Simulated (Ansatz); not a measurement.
# Two states of SrCrF$_{6}$

```yaml
crystal:
  lattice:
    - [3.56801, 2.05999, 2.29637]
    - [-3.56801, 2.05999, 2.29637]
    - [0.00000, -4.11999, 2.29637]
  atoms:
    - { symbol: Sr, position: [0.50000, 0.50000, 0.50000] }
    - { symbol: F, position: [0.26300, 0.88800, 0.26300] }
    - { symbol: F, position: [0.26300, 0.26300, 0.88800] }
    - { symbol: F, position: [0.88800, 0.26300, 0.26300] }
    - { symbol: F, position: [0.73700, 0.11200, 0.73700] }
    - { symbol: F, position: [0.11200, 0.73700, 0.73700] }
    - { symbol: F, position: [0.73700, 0.73700, 0.11200] }
    - { symbol: Cr, position: [0.00000, 0.00000, 0.00000] }
```

Single point in Ansatz 0.2.0 with r2SCAN, with U = 3.41 eV and J = 0.69 eV on Cr d (all-electron-ortho-atomic projectors). Cutoff 500 eV, PAW datasets, 5×5×5 Γ-centred k mesh, gaussian filling (width 0.041 eV).

State A: no moments (no spin polarisation). State B: Cr8 up (collinear spin).

Compare the two self-consistent states.

State B is lower by 287.4 meV an atom at zero smearing.

```
state  free energy (meV/atom)  largest moment in a small sphere (μB)  net moment (μB/cell)  gap on mesh (eV)  pressure (GPa)  largest force (eV/Å)
    A                   287.4                                   0.00                  0.00              0.44             0.8                  0.70
    B                     0.0                                   1.60                  2.00              1.44             1.5                  1.07
```

Origin: a database entry at a rescaled volume. Caveats: the state breaks the symmetry of the cell; an odd or shifted mesh can miss the band edges, so this level's true gap may be smaller.
